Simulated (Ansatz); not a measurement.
Relaxed-ion elastic tensor of AgCl (rock salt, Fm-3m) in GPa (Voigt order), LDA (plane waves, PAW; program Ansatz); density 6.20 g/cm³, 19.19 Å³ per atom.

```json
[
 {"": "1", "1": "97.7", "2": "55.4", "3": "55.4", "4": "0.0", "5": "0.0", "6": "0.0"},
 {"": "2", "1": "55.4", "2": "97.7", "3": "55.4", "4": "0.0", "5": "0.0", "6": "0.0"},
 {"": "3", "1": "55.4", "2": "55.4", "3": "97.7", "4": "0.0", "5": "0.0", "6": "0.0"},
 {"": "4", "1": "0.0", "2": "0.0", "3": "0.0", "4": "4.5", "5": "0.0", "6": "0.0"},
 {"": "5", "1": "0.0", "2": "0.0", "3": "0.0", "4": "0.0", "5": "4.5", "6": "0.0"},
 {"": "6", "1": "0.0", "2": "0.0", "3": "0.0", "4": "0.0", "5": "0.0", "6": "4.5"}
]
```

Problem. Is the crystal mechanically stable?

Solution. Yes: the smallest eigenvalue of C is 4.5 GPa.

Problem. Work out the Voigt, Reuss and Hill averages.

Solution. K_V = 69.5, K_R = 69.5, K_H = 69.5; G_V = 11.1, G_R = 6.5, G_H = 8.8 GPa.

Problem. Give Young's modulus, Poisson's ratio, Pugh's ratio and the universal anisotropy index.

Solution. E = 9KG/(3K + G) = 25.5 GPa; ν = 0.44; K/G = 7.85 (ductile by the Pugh limit of 1.75); A_U = 5G_V/G_R + K_V/K_R − 6 = 3.52.

Problem. Estimate the sound speeds and the Debye temperature.

Solution. v_l = √((K + 4G/3)/ρ) = 3620 m/s, v_t = √(G/ρ) = 1190 m/s, mean 1360 m/s; Θ = (h/k)(3n/4πV)^(1/3) v_m = 151 K.

Problem. Give the Zener ratio and Young's modulus along [100], [110] and [111].

Solution. A = 2C44/(C11 − C12) = 0.21; 1/E = S11 − 2(S11 − S12 − S44/2)Γ with Γ = 0, 1/4, 1/3 gives 57.6, 16.3, 13.2 GPa.

Problem. Solve the Christoffel equation for the three sound speeds along [100], [110], [111].

Solution. Eigenvalues of C_ijkl n_j n_l equal ρv². In km/s, slowest first: [100] 0.85, 0.85, 3.97; [110] 0.85, 1.85, 3.61; [111] 1.59, 1.59, 3.49.

The LDA relaxation kept the symmetry of its start; phonons on a q-mesh show no instability. No spin polarisation was allowed.

Potentials: the later of the program's two PAW sets.
